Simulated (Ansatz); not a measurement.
IrW (L1₀ or tetragonal B2, space group No. 123) at seven volumes, PBE (plane waves, PAW; program Ansatz), shape and atoms relaxed at each. One row is withheld.

```json
[
 {"V (Å³/atom)": "13.786", "P (GPa)": "39.27"},
 {"V (Å³/atom)": "14.240", "P (GPa)": "23.95"},
 {"V (Å³/atom)": "14.695", "P (GPa)": "10.97"},
 {"V (Å³/atom)": "15.149", "P (GPa)": "0.00"},
 {"V (Å³/atom)": "15.604", "P (GPa)": "?"},
 {"V (Å³/atom)": "16.058", "P (GPa)": "-17.09"},
 {"V (Å³/atom)": "16.513", "P (GPa)": "-23.67"}
]
```

Task: Fit the shown pressures and predict the withheld one.

Result: Third-order Birch–Murnaghan: P = (3/2)B₀(x^(7/2) − x^(5/2))[1 + (3/4)(B′ − 4)(x − 1)] with x = (V₀/V)^(2/3). Least squares on the six rows gives V₀ = 15.150 Å³/atom, B₀ = 335.0 GPa, B′ = 4.60. At V = 15.604, x = 0.9805 and P = -9.24 GPa. The run itself gave -9.27 GPa.

Space group P4/mmm (L1₀ or tetragonal B2). The start of the workflow was typed in or built on a structure type; neither database checked (COD, Materials Project) lists it. COD files the formula under space group No. 51. Whether it is the stable phase at ambient conditions was not checked. The cell was relaxed with PBE under the symmetry of its start; whether a distortion lowers the energy is not shown. No spin polarisation was allowed. Scalar-relativistic: spin–orbit coupling is off unless named, which matters more the heavier the elements.

Potentials: the earlier of the program's two PAW sets.
